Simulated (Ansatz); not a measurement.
Input:

CsNaTiO3:
```
CELL_PARAMETERS angstrom
      2.94231    -5.45051     0.00000
      2.94231     5.45051     0.00000
      0.00000     0.00000     5.54252
ATOMIC_POSITIONS crystal
  Cs 0.73196 0.26804 0.75000
  Cs 0.26804 0.73196 0.25000
  Na 0.57419 0.42581 0.25000
  Na 0.42581 0.57419 0.75000
  Ti 0.95112 0.04888 0.25000
  Ti 0.04888 0.95112 0.75000
  O  0.79169 0.20831 0.25000
  O  0.20831 0.79169 0.75000
  O  0.21378 0.21378 0.00000
  O  0.78622 0.78622 0.00000
  O  0.78622 0.78622 0.50000
  O  0.21378 0.21378 0.50000
```

This is the LDA-relaxed structure. Cartesian axes are those of the cell as given.

Task: All from LDA in the plane-wave PAW code Ansatz, unless another level is named. Give the hole effective mass.

Result: 0.63, 4.3, 13 mₑ (principal values).

Task: Predict the electron effective mass.

Result: 0.94, 1.3, 3.1 mₑ (principal values).

Task: Next, the conduction-band minimum?

Result: at Γ.

Task: What about the weight of the valence-edge state by species (Voronoi cells)?

Result: O 91 %, Cs 6 %, Ti 2 %.

Task: Predict the valence-band maximum.

Result: at Y (k = 0.500, 0.500, 0.000).

Task: Predict the weight of the conduction-edge state by species (Voronoi cells).

Result: Ti 70 %, O 22 %, Na 6 %, Cs 3 %.

Space group Cmcm. The workflow started from a Materials Project entry (that database holds measured and hypothetical structures alike); the Crystallography Open Database copy checked does not list it. Its standing as an ambient phase is unchecked. The cell was relaxed with LDA under the symmetry of its start; of distortions, only those at the zone centre were tested. The run is not spin-polarised. Spin–orbit coupling is left out wherever it is not named.

Potentials: the later of the program's two PAW sets.

Edges and masses are those of Kohn–Sham bands, whose gap is no quasiparticle gap.
